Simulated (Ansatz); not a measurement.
**Work and stress of cleavage in Ge**

Method: DFT r2SCAN, scalar-relativistic, plane waves, PAW in Ansatz. Settings: plane waves to 500 eV, k-mesh 10×10×3 (Γ-centred), Gaussian smearing 0.03 eV. No spin polarisation. Energies are free energies at this smearing, counted from the undisturbed cell; pressure is positive in compression.

Zero of the scan (relaxed at this level; this form isn't the usual structure):

```
Ge
1.0
    -4.00346    0.00000    0.00000
    -2.00173   -3.46709    0.00000
     0.00000    0.00000   13.15265
Ge
8
Direct
  0.00000 0.00000 0.15684
  0.00000 0.00000 0.34316
  0.00000 0.00000 0.65684
  0.00000 0.00000 0.84316
  0.33333 0.33333 0.09412
  0.66667 0.66667 0.40588
  0.66667 0.66667 0.59412
  0.33333 0.33333 0.90588
```

The cut lies on the cell's a–b face, a (0 0 1) plane (indices in the standard cell, whose axes needn't be the Cartesian ones shown) of area 13.88 Å², between layers 2.48 Å apart. Vector c is lengthened by d along the normal with the atoms' Cartesian places fixed: one unrelaxed cut a cell. The traction is positive where the two halves pull on each other.

| d (Å) | energy (J/m²) | traction (GPa) |
| --- | --- | --- |
| -0.30 | 0.57 | -46.5 |
| -0.15 | 0.11 | -17.0 |
| 0.00 | 0.00 | 0.0 |
| 0.25 | 0.19 | 13.2 |
| 0.50 | 0.58 | 16.9 |
| 0.75 | 1.01 | 16.6 |
| 1.00 | 1.40 | 14.6 |
| 1.50 | 2.01 | 9.7 |
| 2.00 | 2.39 | 5.7 |
| 3.00 | 2.68 | 1.0 |
| 4.50 | 2.73 | 0.0 |
| 6.00 | 2.73 | 0.0 |

Problem. What are the work of separation and the cleavage stress, and do they fit the universal binding curve?

Solution. The energy levels off near W ≈ 2.73 J/m² (the traction is down to 0.0 GPa), the energy of the two unrelaxed faces, 1.37 J/m² each on average. The largest sampled traction is 16.9 GPa at d = 0.50 Å, and a parabola through it and its two neighbours peaks at σ_max ≈ 17.3 GPa, d ≈ 0.60 Å. The curve E = W[1 − (1 + d/ℓ)exp(−d/ℓ)] peaks in traction at d = ℓ with σ_max = W/(eℓ); with 1 J/m² per Å = 10 GPa this W and σ_max give ℓ = 0.58 Å. A parabola through that curve at the same three d peaks at 0.60 Å, against 0.60 Å here, a fair fit. The opened faces are metallic here, and spin polarisation, left out, could lower W. Real crystals break at far lower stress, because cracks concentrate it, and on the plane of lowest W, which needn't be this one.

The cut is rigid; relaxing the faces lowers these energies and usually the stresses.

The gap closes along the scan, which can put kinks into the curve.

Cost: 12 runs of about 8.6 core-minutes in all, on Oxide Virtual Turin-like Processor (Zen 5) (shared hosts).